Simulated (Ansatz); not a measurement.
Level of theory: Ansatz, DFT PBE, scalar-relativistic, plane waves, PAW. Settings: cutoff 420 eV, Γ-centred meshes spaced at most about 0.3 Å⁻¹, and about 0.25 Å⁻¹ or finer for metals (2π included), Gaussian smearing. No spin polarisation in the final relaxations.

All energies are static (0 K, no zero-point motion).

Compare these two cells of ZnGeO₂, each relaxed at this level.

A.

```cif
data_structure
_symmetry_space_group_name_H-M 'R-3m:H'
_symmetry_Int_Tables_number 166
_cell_length_a 4.8610
_cell_length_b 4.8610
_cell_length_c 7.8449
_cell_angle_alpha 90.000
_cell_angle_beta 90.000
_cell_angle_gamma 120.000
_cell_volume 160.53
loop_
_atom_site_label
_atom_site_type_symbol
_atom_site_symmetry_multiplicity
_atom_site_Wyckoff_symbol
_atom_site_fract_x
_atom_site_fract_y
_atom_site_fract_z
_atom_site_occupancy
Zn1 Zn 3 a 0.00000 0.00000 0.00000 1
Ge1 Ge 3 b 0.33333 0.66667 0.16667 1
O1 O 6 c 0.33333 0.66667 0.43451 1
```

B.

```cif
data_structure
_symmetry_space_group_name_H-M 'P4/mmm'
_symmetry_Int_Tables_number 123
_cell_length_a 2.9870
_cell_length_b 2.9870
_cell_length_c 7.6698
_cell_angle_alpha 90.000
_cell_angle_beta 90.000
_cell_angle_gamma 90.000
_cell_volume 68.43
loop_
_atom_site_label
_atom_site_type_symbol
_atom_site_symmetry_multiplicity
_atom_site_Wyckoff_symbol
_atom_site_fract_x
_atom_site_fract_y
_atom_site_fract_z
_atom_site_occupancy
Zn1 Zn 1 c 0.50000 0.50000 0.00000 1
Ge1 Ge 1 d 0.50000 0.50000 0.50000 1
O1 O 1 a 0.00000 0.00000 0.00000 1
O2 O 1 b 0.00000 0.00000 0.50000 1
```

Task: Which is lower in energy, and by how much?

Result: B is lower, by 64 meV/atom. A has space group R-3m (No. 166), 13.4 Å³/atom and a gap of 1.56 eV on its mesh; B has space group P4/mmm (No. 123), 17.1 Å³/atom and no gap. Counting O atoms around Ge and Zn (those within 1.25 times the shortest such distance or 1.15 times the sum of covalent radii, 1.27 where that leaves under three), A has Zn 2, Ge 2 and B has Zn 4, Ge 4. In A, Zn has 2 O at 1.82 Å; Ge is surrounded by 2 O at 2.10 Å; around O lie 1 Zn at 1.82 Å and 1 Ge at 2.10 Å. In B, around Zn lie 4 O at 2.11 Å; Ge is surrounded by 4 O at 2.11 Å; O on its first site is surrounded by 4 Zn at 2.11 Å; 1 more site not described. Both come from invented guesses. A third cell relaxed alike, in P-4m2, lies 0.32 eV/atom below the lower of the two.

Weakly bound directions are ill-defined at this level, which has no dispersion term (R-3m, P4/mmm), and this can change margins and order among such cells. Kohn–Sham gaps at this level usually fall short of measured ones. The zero gap of P4/mmm may come from the functional, which often closes small gaps. Cells relaxed within their symmetry can be saddle points.
